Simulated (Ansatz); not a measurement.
WS2:
```yaml
crystal:
  lattice:
    - [3.17173, 0.00000, 0.00000]
    - [-1.58587, 2.74680, 0.00000]
    - [0.00000, 0.00000, 12.55251]
  atoms:
    - { symbol: W, position: [0.33333, 0.66667, 0.75000] }
    - { symbol: W, position: [0.66667, 0.33333, 0.25000] }
    - { symbol: S, position: [0.33333, 0.66667, 0.12569] }
    - { symbol: S, position: [0.66667, 0.33333, 0.87431] }
    - { symbol: S, position: [0.66667, 0.33333, 0.62569] }
    - { symbol: S, position: [0.33333, 0.66667, 0.37431] }
```

Relaxed with r²SCAN+D4.

### Question
Decompose the optical modes at the zone centre into irreducible representations, and say which are infrared and Raman allowed.

### Answer
Point group 6/mmm: Γ_opt = A1g + A2u + 2B1g + B2u + E1g + E1u + 2E2g + E2u. Infrared: A2u, E1u. Raman: A1g, E1g, E2g.

### Question
Assign frequencies (DFPT, DFT-r²SCAN+D4 in the program Ansatz with PAW potentials; without the LO–TO term).

### Answer
E2g 23, B1g 41, E2u 296, E1g 298, E1u 356, E2g 356, B2u 421, A1g 427, A2u 438, B1g 442 cm⁻¹.

Subscripts of B labels follow the axes of the standard setting.

Space group P6_3/mmc. The r²SCAN+D4 relaxation kept the symmetry of its start; phonons on a q-mesh show no instability. The run is not spin-polarised. Scalar-relativistic: spin–orbit coupling is off unless named, which matters more the heavier the elements.

Potentials: the later of the program's two PAW sets.
